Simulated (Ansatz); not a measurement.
TaNO:
```cif
data_N4O4Ta4
_chemical_formula_sum 'Ta4 N4 O4'
_space_group_name_H-M_alt 'P 1'
_space_group_IT_number 1
_cell_length_a 6.75584
_cell_length_b 6.75584
_cell_length_c 6.65526
_cell_angle_alpha 73.083
_cell_angle_beta 106.917
_cell_angle_gamma 147.042
loop_
_space_group_symop_operation_xyz
  'x, y, z'
loop_
_atom_site_label
_atom_site_type_symbol
_atom_site_fract_x
_atom_site_fract_y
_atom_site_fract_z
_atom_site_occupancy
Ta1 Ta 0.60251 0.39749 0.20501 1
Ta2 Ta 0.39749 0.60251 0.79499 1
Ta3 Ta 0.31022 0.68978 0.19534 1
Ta4 Ta 0.68978 0.31022 0.80466 1
N1 N 0.75884 0.24116 0.14697 1
N2 N 0.24116 0.75884 0.85303 1
N3 N 0.44566 0.55434 0.13741 1
N4 N 0.55434 0.44566 0.86259 1
O1 O 0.64144 0.35856 0.50555 1
O2 O 0.35856 0.64144 0.49445 1
O3 O 0.86411 0.13589 0.79063 1
O4 O 0.13589 0.86411 0.20937 1
```

Relaxed with LDA.

Question: Which orbitals make up the states near the band edges in plane-wave PAW LDA (Ansatz code)?

Answer: Top 1 eV of the valence band: N 2p 67 %, O 2p 22 %, Ta 5d 7 %. Bottom 1 eV of the conduction band: Ta 5d 83 %, N 2p 9 %. Projections are on Löwdin-orthogonalised atomic valence shells; empty p or d shells of many metals are not among them.

Question: Tabulate the density of states.

Answer: States/eV per cell of 12 atoms, in 0.25 eV bins, energy from the valence-band maximum.

```tsv
E (eV)	total	Ta 5d	O 2p	N 2p
-7.85	0.00	0.00	0.00	0.00
-7.60	0.00	0.00	0.00	0.00
-7.35	0.00	0.00	0.00	0.00
-7.10	0.00	0.00	0.00	0.00
-6.85	0.00	0.00	0.00	0.00
-6.60	0.00	0.00	0.00	0.00
-6.35	0.27	0.06	0.15	0.03
-6.10	6.48	1.60	3.67	0.69
-5.85	2.41	0.65	1.17	0.40
-5.60	4.90	1.43	1.91	1.17
-5.35	13.25	4.08	5.70	2.62
-5.10	9.37	2.73	4.22	1.84
-4.85	9.52	2.82	4.20	2.01
-4.60	8.66	2.65	3.57	2.05
-4.35	5.83	1.75	2.29	1.52
-4.10	7.85	2.37	2.60	2.56
-3.85	7.90	2.14	3.01	2.40
-3.60	7.05	1.79	2.90	2.05
-3.35	7.61	1.78	3.31	2.18
-3.10	7.73	1.67	3.34	2.36
-2.85	8.29	1.79	3.88	2.30
-2.60	11.46	2.21	5.36	3.44
-2.35	9.28	1.58	3.98	3.30
-2.10	8.25	1.18	3.88	2.83
-1.85	7.19	0.88	3.51	2.52
-1.60	7.13	0.92	3.07	2.89
-1.35	7.37	1.00	2.93	3.19
-1.10	9.00	1.11	2.92	4.64
-0.85	9.33	0.86	2.91	5.19
-0.60	6.48	0.49	1.55	4.16
-0.35	5.53	0.29	0.68	4.31
-0.10	3.90	0.15	0.41	3.20
0.15	0.00	0.00	0.00	0.00
0.40	0.00	0.00	0.00	0.00
0.65	0.00	0.00	0.00	0.00
0.90	0.00	0.00	0.00	0.00
1.15	0.00	0.00	0.00	0.00
1.40	0.00	0.00	0.00	0.00
1.65	0.00	0.00	0.00	0.00
1.90	0.00	0.00	0.00	0.00
2.15	0.09	0.08	0.00	0.01
2.40	2.02	1.72	0.08	0.17
2.65	4.46	3.74	0.18	0.38
2.90	5.71	4.71	0.23	0.50
3.15	6.29	5.11	0.28	0.55
3.40	8.33	6.58	0.58	0.69
3.65	8.40	6.49	0.59	0.75
3.90	7.09	5.30	0.65	0.70
4.15	5.40	3.83	0.68	0.55
4.40	6.17	4.29	0.80	0.63
4.65	5.51	3.78	0.79	0.52
4.90	7.25	5.07	1.08	0.59
5.15	7.50	5.06	1.11	0.69
5.40	6.58	4.18	0.89	0.80
5.65	4.16	2.41	0.39	0.82
5.90	5.41	2.78	0.43	1.02
6.15	4.01	1.93	0.27	0.85
6.40	2.48	1.03	0.09	0.51
6.65	3.05	1.25	0.12	0.60
6.90	1.87	0.71	0.09	0.31
```

Space group C2/m. The workflow started from a Materials Project entry (that database holds measured and hypothetical structures alike); the Crystallography Open Database files this formula in space group No. 12, but the cells were not matched. Its standing as an ambient phase is unchecked. The LDA relaxation kept the symmetry of its start; whether a distortion lowers the energy is not shown. No spin polarisation was allowed. Spin–orbit coupling is left out wherever it is not named.

Potentials: the later of the program's two PAW sets.
